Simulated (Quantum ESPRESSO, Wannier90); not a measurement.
## Wannierisation of W (bcc (W type))

Structure: Materials Project mp-91, symmetrised, not relaxed again. This is the element's usual structure. Level: PBEsol, spinors with spin-orbit coupling; pw.x of Quantum ESPRESSO at 60 Ry with PseudoDojo potentials, 10×10×10 k-points, Wannier90. Density: 18×18×18 mesh, cold smearing 0.01 Ry.

On the energy scale of pw.x, whose zero is arbitrary, the Fermi level lies at 22.22 eV.

Input w.win:

```
num_bands = 30
num_wann = 18
exclude_bands = 1-8,39-42
spinors = true
num_iter = 1000
conv_tol = 1.0e-6
conv_window = 4
dis_num_iter = 1000
dis_conv_tol = 1.0e-6
dis_froz_max = 23.72
write_hr = true
write_u_matrices = true
begin projections
f=-0.00181,0.00764,0.01821: s;p;d
end projections
begin unit_cell_cart
ang
   -1.5851600000    1.5851600000    1.5851600000
    1.5851600000   -1.5851600000    1.5851600000
    1.5851600000    1.5851600000   -1.5851600000
end unit_cell_cart
begin atoms_frac
W    0.0000000000  0.0000000000  0.0000000000
end atoms_frac
mp_grid = 10 10 10
begin kpoints
0.0000000000 0.0000000000 0.0000000000
0.0000000000 0.0000000000 0.1000000000
0.0000000000 0.0000000000 0.2000000000
... (997 more lines: the 10x10x10 mesh through Gamma)
end kpoints
```

Input of pw2wannier90.x that gives the overlap and projection files (equivalent; here they were cut from one run over all bands):

```
&inputpp
  outdir = './out'
  prefix = 'pwscf'
  seedname = 'w'
  write_amn = .true.
  write_mmn = .true.
/
```

Output w.wout (banner and timings cut):

```
                                    ------
                                    SYSTEM
                                    ------

                              Lattice Vectors (Ang)
                    a_1    -1.585160   1.585160   1.585160
                    a_2     1.585160  -1.585160   1.585160
                    a_3     1.585160   1.585160  -1.585160

                   Unit Cell Volume:      15.93233  (Ang^3)

                        Reciprocal-Space Vectors (Ang^-1)
                    b_1     0.000000   1.981877   1.981877
                    b_2     1.981877   0.000000   1.981877
                    b_3     1.981877   1.981877   0.000000

 *----------------------------------------------------------------------------*
 |   Site       Fractional Coordinate          Cartesian Coordinate (Ang)     |
 +----------------------------------------------------------------------------+
 | w    1   0.00000   0.00000   0.00000   |    0.00000   0.00000   0.00000    |
 *----------------------------------------------------------------------------*
                                ------------
                                K-POINT GRID
                                ------------

             Grid size = 10 x 10 x 10      Total points = 1000

 *---------------------------------- MAIN ------------------------------------*
 |  Number of Wannier Functions               :                18             |
 |  Number of Objective Wannier Functions     :                18             |
 |  Number of input Bloch states              :                30             |
 |  Output verbosity (1=low, 5=high)          :                 1             |
 |  Timing Level (1=low, 5=high)              :                 1             |
 |  Optimisation (0=memory, 3=speed)          :                 3             |
 |  Length Unit                               :               Ang             |
 |  Post-processing setup (write *.nnkp)      :                 F             |
 |  Using Gamma-only branch of algorithms     :                 F             |
 *----------------------------------------------------------------------------*
 *------------------------------- WANNIERISE ---------------------------------*
 |  Total number of iterations                :              1000             |
 |  Number of CG steps before reset           :                 5             |
 |  Trial step length for line search         :             2.000             |
 |  Convergence tolerence                     :         0.100E-05             |
 |  Convergence window                        :                 4             |
 |  Iterations between writing output         :                 1             |
 |  Iterations between backing up to disk     :               100             |
 |  Write r^2_nm to file                      :                 F             |
 |  Write xyz WF centres to file              :                 F             |
 |  Write on-site energies <0n|H|0n> to file  :                 F             |
 |  Use guiding centre to control phases      :                 F             |
 |  Use phases for initial projections        :                 F             |
 *----------------------------------------------------------------------------*
 *------------------------------- DISENTANGLE --------------------------------*
 |  Using band disentanglement                :                 T             |
 |  Total number of iterations                :              1000             |
 |  Mixing ratio                              :             0.500             |
 |  Convergence tolerence                     :         1.000E-06             |
 |  Convergence window                        :                 3             |
 *----------------------------------------------------------------------------*
 *-------------------------------- PLOTTING ----------------------------------*
 |  Plotting Hamiltonian in WF basis          :                 T             |
 *----------------------------------------------------------------------------*

       ... (k-mesh section left out)

 Starting a new Wannier90 calculation ...

 Reading overlaps from w.mmn

 Reading projections from w.amn

 *------------------------------- DISENTANGLE --------------------------------*
 +----------------------------------------------------------------------------+
 |                              Energy  Windows                               |
 |                              ---------------                               |
 |                   Outer:   12.64261  to   60.41643  (eV)                   |
 |                   Inner:   12.64261  to   23.72000  (eV)                   |
 +----------------------------------------------------------------------------+
   Number of target bands to extract:   18

                   Unitarised projection of Wannier functions
                   ------------------------------------------
   A_mn = <psi_m|g_n> --> S = A.A^+ --> U = S^-1/2.A
   In dis_project... done
   Using an inner window (linner = T)
   In dis_proj_froz... done

                   Extraction of optimally-connected subspace
                   ------------------------------------------
 +---------------------------------------------------------------------+<-- DIS
 |  Iter     Omega_I(i-1)      Omega_I(i)      Delta (frac.)           |<-- DIS
 +---------------------------------------------------------------------+<-- DIS
       1      23.11971767      21.74832892       6.306E-02    <-- DIS
       2      22.14732871      21.30371905       3.960E-02    <-- DIS
       3      21.63584453      20.96544010       3.198E-02    <-- DIS
       4      21.23031892      20.70065879       2.559E-02    <-- DIS
       5      20.90928235      20.48944851       2.049E-02    <-- DIS
       6      20.65372405      20.31865801       1.649E-02    <-- DIS
       ... (lines left out)
      55      19.44286119      19.44284621       7.703E-07    <-- DIS
      56      19.44263960      19.44262808       5.929E-07    <-- DIS
      57      19.44243519      19.44242591       4.773E-07    <-- DIS

             <<<      Delta < 1.000E-06  over  3 iterations     >>>
             <<< Disentanglement convergence criteria satisfied >>>

        Final Omega_I    19.44242591 (Ang^2)

 +----------------------------------------------------------------------------+

 Writing checkpoint file w.chk... done

 *------------------------------- WANNIERISE ---------------------------------*
 +--------------------------------------------------------------------+<-- CONV
 | Iter  Delta Spread     RMS Gradient      Spread (Ang^2)            |<-- CONV
 +--------------------------------------------------------------------+<-- CONV

 ------------------------------------------------------------------------------
 Initial State
  WF centre and spread    1  ( -0.044454, -0.013978,  0.019771 )     2.51857903
  WF centre and spread    2  ( -0.044454, -0.013978,  0.019771 )     2.51857903
  WF centre and spread    3  (  0.011808,  0.003668,  0.002108 )     2.91097705
  WF centre and spread    4  (  0.011808,  0.003668,  0.002108 )     2.91097705
  WF centre and spread    5  ( -0.003630,  0.004066, -0.005752 )     2.91087443
  WF centre and spread    6  ( -0.003630,  0.004066, -0.005752 )     2.91087443
  WF centre and spread    7  (  0.011655, -0.001526, -0.005122 )     2.91112232
  WF centre and spread    8  (  0.011655, -0.001526, -0.005122 )     2.91112232
  WF centre and spread    9  ( -0.005271, -0.001778,  0.012413 )     1.21744364
  WF centre and spread   10  ( -0.005271, -0.001778,  0.012413 )     1.21744364
  WF centre and spread   11  ( -0.011521,  0.002796,  0.004995 )     1.03284471
  WF centre and spread   12  ( -0.011521,  0.002796,  0.004995 )     1.03284471
  WF centre and spread   13  (  0.008703, -0.003709,  0.005261 )     1.03034730
  WF centre and spread   14  (  0.008703, -0.003709,  0.005261 )     1.03034730
  WF centre and spread   15  ( -0.019672, -0.006372, -0.000904 )     1.22073248
  WF centre and spread   16  ( -0.019672, -0.006372, -0.000904 )     1.22073248
  WF centre and spread   17  ( -0.011589, -0.003542, -0.003946 )     1.03254782
  WF centre and spread   18  ( -0.011589, -0.003542, -0.003946 )     1.03254782
  Sum of centres and spreads ( -0.127943, -0.040748,  0.057649 )    33.57093756

      0     0.336E+02     0.0000000000       33.5709375619  <-- CONV
        O_D=      0.0238633 O_OD=     14.1046483 O_TOT=     33.5709376 <-- SPRD
 ------------------------------------------------------------------------------
      1    -0.105E+01     0.2237667406       32.5195301324  <-- CONV
        O_D=      0.0397124 O_OD=     13.0373918 O_TOT=     32.5195301 <-- SPRD
      2    -0.575E+00     0.3065627286       31.9442886541  <-- CONV
        O_D=      0.0263590 O_OD=     12.4755038 O_TOT=     31.9442887 <-- SPRD
      3    -0.181E+00     0.1731602760       31.7635085637  <-- CONV
        O_D=      0.0102542 O_OD=     12.3108284 O_TOT=     31.7635086 <-- SPRD
      4    -0.510E-01     0.0921027112       31.7124968986  <-- CONV
        O_D=      0.0052033 O_OD=     12.2648677 O_TOT=     31.7124969 <-- SPRD
      5    -0.209E-01     0.0550007286       31.6916107865  <-- CONV
        O_D=      0.0037052 O_OD=     12.2454796 O_TOT=     31.6916108 <-- SPRD
       ... (lines left out)
    100    -0.733E-04     0.0038396213       23.5668396094  <-- CONV
        O_D=      0.0093199 O_OD=      4.1150938 O_TOT=     23.5668396 <-- SPRD
       ... (lines left out)
    161    -0.852E-09     0.0002902604       23.5661256850  <-- CONV
        O_D=      0.0092349 O_OD=      4.1144648 O_TOT=     23.5661257 <-- SPRD
    162    -0.503E-06     0.0002901548       23.5661251819  <-- CONV
        O_D=      0.0092345 O_OD=      4.1144648 O_TOT=     23.5661252 <-- SPRD
    163    -0.319E-06     0.0001556379       23.5661248632  <-- CONV
        O_D=      0.0092342 O_OD=      4.1144647 O_TOT=     23.5661249 <-- SPRD
             <<<     Delta < 1.000E-06  over  4 iterations     >>>
             <<< Wannierisation convergence criteria satisfied >>>
 Final State
  WF centre and spread    1  ( -0.892052,  0.005004, -0.006744 )     1.45639763
  WF centre and spread    2  ( -0.892052,  0.005004, -0.006744 )     1.45639764
  WF centre and spread    3  (  0.001651,  0.000625, -0.829704 )     1.44716430
  WF centre and spread    4  (  0.001651,  0.000625, -0.829704 )     1.44716430
  WF centre and spread    5  (  0.803201, -0.000176,  0.000525 )     1.44618769
  WF centre and spread    6  (  0.803201, -0.000176,  0.000525 )     1.44618769
  WF centre and spread    7  (  0.002410,  0.835945, -0.000964 )     1.44752610
  WF centre and spread    8  (  0.002410,  0.835945, -0.000964 )     1.44752610
  WF centre and spread    9  (  0.008392,  0.002596,  0.870700 )     1.45136635
  WF centre and spread   10  (  0.008392,  0.002596,  0.870700 )     1.45136635
  WF centre and spread   11  ( -0.000530,  0.000266,  0.000971 )     1.02714708
  WF centre and spread   12  ( -0.000530,  0.000266,  0.000971 )     1.02714708
  WF centre and spread   13  (  0.000776, -0.000206,  0.000342 )     1.02940799
  WF centre and spread   14  (  0.000776, -0.000206,  0.000342 )     1.02940799
  WF centre and spread   15  (  0.007193, -0.865124, -0.003559 )     1.45048382
  WF centre and spread   16  (  0.007193, -0.865124, -0.003559 )     1.45048382
  WF centre and spread   17  ( -0.000362, -0.000980, -0.000404 )     1.02738147
  WF centre and spread   18  ( -0.000362, -0.000980, -0.000404 )     1.02738147
  Sum of centres and spreads ( -0.138642, -0.044097,  0.062330 )    23.56612486

         Spreads (Ang^2)       Omega I      =    19.442425909
        ================       Omega D      =     0.009234249
                               Omega OD     =     4.114464705
    Final Spread (Ang^2)       Omega Total  =    23.566124863
```
